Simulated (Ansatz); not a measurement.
Data:

SiGeC2:
```cif
data_C2GeSi
_chemical_formula_sum 'Ge1 Si1 C2'
_space_group_name_H-M_alt 'P 1'
_space_group_IT_number 1
_cell_length_a 3.15585
_cell_length_b 3.15585
_cell_length_c 4.45331
_cell_angle_alpha 90.000
_cell_angle_beta 90.000
_cell_angle_gamma 90.000
loop_
_space_group_symop_operation_xyz
  'x, y, z'
loop_
_atom_site_label
_atom_site_type_symbol
_atom_site_fract_x
_atom_site_fract_y
_atom_site_fract_z
_atom_site_occupancy
Ge1 Ge 0.50000 0.50000 0.50000 1
Si1 Si 0.00000 0.00000 0.00000 1
C1 C 0.50000 0.00000 0.76366 1
C2 C 0.00000 0.50000 0.23634 1
```

This is the PBEsol-relaxed structure.

### Question
All from the program Ansatz at the PBEsol level (PAW), unless another level is named. Give the largest static χ(2) component.

### Answer
39 pm/V.

### Question
Next, the electronic dielectric constant ε∞ (DFPT)?

### Answer
7.58 (xx = yy), 7.64 (zz).

### Question
And the Born charges (a third of the trace)?

### Answer
Ge +2.54, Si +2.75, C -2.65 e.

Space group P-4m2. The start of the workflow was typed in or built on a structure type; neither database checked (COD, Materials Project) lists it. Whether it is the stable phase at ambient conditions was not checked. Symmetry was held in the PBEsol relaxation; its stability against distortions is not shown here. Scalar-relativistic: spin–orbit coupling is off unless named, which matters more the heavier the elements.

Potentials: the later of the program's two PAW sets.
